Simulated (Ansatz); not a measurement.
**Ansatz 0.2.0, relaxation: Ca2As**

Run with:

```bash
ansatz run input.yaml --threads 2 --pin off --max-ram 3584MiB --backend cpu --events-out ev --progress --plain --runs-dir out
```

The input file (Ansatz 0.2.0, plane waves):

```yaml
crystal:
  lattice:
    - [0.0, 4.623993, 0.0]
    - [4.623993, 0.0, 0.0]
    - [2.311996, 2.311996, -7.769906]
  atoms:
    - { symbol: Ca, position: [0.5, 0.0, 0.0] }
    - { symbol: Ca, position: [0.0, 0.5, 0.0] }
    - { symbol: Ca, position: [0.328, 0.328, 0.344] }
    - { symbol: Ca, position: [0.672, 0.672, 0.656] }
    - { symbol: As, position: [0.135, 0.135, 0.73] }
    - { symbol: As, position: [0.865, 0.865, 0.27] }
  symmetry: { tolerance: 0.0003 }
kpoints:
  mp_grid: { grid: [4, 4, 4], shift: [0, 0, 0] }
magnetization:
  noncollinear: true
  spin_orbit: true
scf:
  occupations: { method: cold, width: 0.2994 }
  lower_state_search: "off"
hamiltonian:
  pseudopotentials: { kind: paw_fr }
  xc: r2scan
basis:
  ecutwfc: 500
  fft_grid_basis: typed
relax:
  max_steps: 60
  cell: { p_target: 0.0 }
output:
  forces: true
  stress: true
  eigenvalues: true
  bader: true
  populations: true
  elf: true
  write_potential: true
  volumetric_format: npy
  dos:
    e_range: [-12, 8]
    de: 0.05
    projected: { site_lists: { As: [As], Ca: [Ca] } }
    method: { smearing: { sigma: 0.1, scheme: gaussian } }
  write_density: true
checkpoint:
  read: saved_state
```

Origin of the cell: a database entry, scaled a little.

The saved state is a converged single point of the same cell.

Steps («new basis» is an SCF on plane waves selected anew at the same cell):

| step | ΔF (meV/atom) | max force component (eV/Å) | P (GPa) | volume (Å³) | SCF iterations | step was |
| --- | --- | --- | --- | --- | --- | --- |
| 1 | 0.0 | 0.617 | -0.50 | 166.13 | 7 | accepted |
| 2 | -8.9 | 0.449 | 0.31 | 162.47 | 10 | accepted |
| 3 | -16.4 | 0.011 | -0.18 | 163.97 | 8 | accepted |
| 4 | -16.5 | 0.009 | -0.08 | 163.53 | 6 | accepted |
| 5 | -16.5 | 0.004 | 0.00 | 163.14 | 7 | accepted |
| 6 | -16.5 | 0.004 | 0.00 | 163.14 | 6 | new basis |

Step 1, with forces in eV/Å:

```xyz
6
Lattice="0.000 4.624 0.000 4.624 0.000 0.000 2.312 2.312 -7.770" Properties=species:S:1:pos:R:3:forces:R:3 pbc="T T T" step=1
Ca    0.000    2.312    0.000    0.000    0.000    0.000
Ca    2.312    0.000    0.000    0.000    0.000    0.000
Ca    2.312    2.312   -2.673    0.000    0.000   -0.617
Ca    4.624    4.624   -5.097    0.000    0.000    0.617
As    2.312    2.312   -5.672    0.000    0.000   -0.040
As    4.624    4.624   -2.098    0.000    0.000    0.040
```

Step 2, with forces in eV/Å:

```xyz
6
Lattice="0.000 4.533 0.000 4.533 0.000 0.000 2.266 2.266 -7.907" Properties=species:S:1:pos:R:3:forces:R:3 pbc="T T T" step=2
Ca    0.000    2.266    0.000    0.000    0.000    0.000
Ca    2.266    0.000    0.000    0.000    0.000    0.000
Ca    2.266    2.266   -2.914    0.000    0.000    0.449
Ca    4.533    4.533   -4.993    0.000    0.000   -0.449
As    2.266    2.266   -5.819    0.000    0.000    0.209
As    4.533    4.533   -2.088    0.000    0.000   -0.209
```

Step 3, with forces in eV/Å:

```xyz
6
Lattice="0.000 4.560 0.000 4.560 0.000 0.000 2.280 2.280 -7.887" Properties=species:S:1:pos:R:3:forces:R:3 pbc="T T T" step=3
Ca    0.000    2.280    0.000    0.000    0.000    0.000
Ca    2.280    0.000    0.000    0.000    0.000    0.000
Ca    2.280    2.280   -2.826    0.000    0.000    0.011
Ca    4.560    4.560   -5.061    0.000    0.000   -0.011
As    2.280    2.280   -5.769    0.000    0.000   -0.001
As    4.560    4.560   -2.118    0.000    0.000    0.001
```

Step 6, with forces in eV/Å:

```xyz
6
Lattice="0.000 4.546 0.000 4.546 0.000 0.000 2.273 2.273 -7.894" Properties=species:S:1:pos:R:3:forces:R:3 pbc="T T T" step=6
Ca    0.000    2.273    0.000    0.000    0.000    0.000
Ca    2.273    0.000    0.000    0.000    0.000    0.000
Ca    2.273    2.273   -2.827    0.000    0.000    0.004
Ca    4.546    4.546   -5.067    0.000    0.000   -0.004
As    2.273    2.273   -5.773    0.000    0.000   -0.002
As    4.546    4.546   -2.121    0.000    0.000    0.002
```

| Quantity | Value |
| --- | --- |
| Free energy lowered by | 16.5 meV/atom |
| Volume change | -1.80 % |
| Final pressure | 0.00 GPa |
| Relaxation steps listed | 6 |

Caveats: the k mesh is coarse if the cell is a metal; the relaxation held the start's symmetry, so the end may be a saddle point; wide smearing.

The run took 3.6 min on 2 threads of Intel(R) Xeon(R) Platinum 8488C (Sapphire Rapids), on a shared host, peak memory 1.4 GiB, from a saved density.
